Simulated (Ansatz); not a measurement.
Input and command of a calculation in Ansatz (plane waves; scalar-relativistic PAW potentials unless the input names others):

```yaml
crystal:
  lattice:
    - [-4.95444, 4.95666, -1.659434]
    - [-4.959791, -1.663873, 4.959921]
    - [1.659399, 4.956669, 4.954579]
  atoms:
    - { symbol: ALx, position: [0.1992913886, 0.2080588081, 0.2000031475] }
    - { symbol: Al, position: [0.3001066029, 0.7945339961, 0.3008262945] }
    - { symbol: Ta, position: [0.9994039476, 0.0005699974, 0.000122402] }
    - { symbol: Ta, position: [0.4960591592, 0.5012877292, 0.0040531264] }
    - { symbol: Ta, position: [0.601935952, 0.1020494915, 0.1024250117] }
    - { symbol: Ta, position: [0.0961495347, 0.606059792, 0.0968704542] }
    - { symbol: Ta, position: [0.7001548587, 0.7028004299, 0.1982831347] }
    - { symbol: Ta, position: [0.7992408697, 0.2997872715, 0.3025471253] }
    - { symbol: Ta, position: [0.4032469393, 0.3965321214, 0.403959865] }
    - { symbol: Ta, position: [0.4999937133, 0.0020216936, 0.5007059168] }
    - { symbol: Ta, position: [0.0033371137, 0.5013009555, 0.4967742717] }
    - { symbol: Ta, position: [0.1017152698, 0.1020549073, 0.6026506457] }
    - { symbol: Ta, position: [0.8974609165, 0.9005401542, 0.3984025328] }
    - { symbol: Ta, position: [0.5999295754, 0.6014654028, 0.6006446854] }
    - { symbol: Ta, position: [0.6988807676, 0.1996547624, 0.6995956818] }
    - { symbol: Ta, position: [0.1975671126, 0.7028014804, 0.7008737656] }
    - { symbol: Ta, position: [0.3018292111, 0.2997844528, 0.7999554777] }
    - { symbol: Ta, position: [0.8005178866, 0.8029313617, 0.8012354133] }
    - { symbol: Ta, position: [0.8994674659, 0.4011229836, 0.9001846378] }
    - { symbol: Ta, position: [0.39768234, 0.9005314801, 0.8981768382] }
basis:
  ecutwfc: 420
kpoints:
  mp_grid: { grid: [5, 5, 5] }
hamiltonian:
  xc: pbe
scf:
  occupations: { method: gaussian, width: 0.1 }
  max_iter: 80
output:
  forces: true
  eigenvalues: true
  stress: true
```

```bash
ansatz run input.yaml --threads 4 --pin off --max-ram 9216MiB --backend cpu --events-out ev --progress --plain --runs-dir out
```

Question: What is wrong with this input?

Answer: The program refuses it, because of an unknown element (crystal.atoms[0].symbol: "Al" → "ALx"). With the sound run's settings it is accepted.

Abridged log:
```
Error: YAML parse error: error: line 7 column 17: `ALx` is not an element symbol (H … Og, case-exact)
 --> <input>:7:17
  |
5 |     - [1.659399, 4.956669, 4.954579]
6 |   atoms:
7 |     - { symbol: ALx, position: [0.1992913886, 0.2080588081, 0.2000031475] }
  |                 ^ `ALx` is not an element symbol (H … Og, case-exact)
8 |     - { symbol: Al, position: [0.3001066029, 0.7945339961, 0.3008262945] }
9 |     - { symbol: Ta, position: [0.9994039476, 0.0005699974, 0.000122402] }
  |
```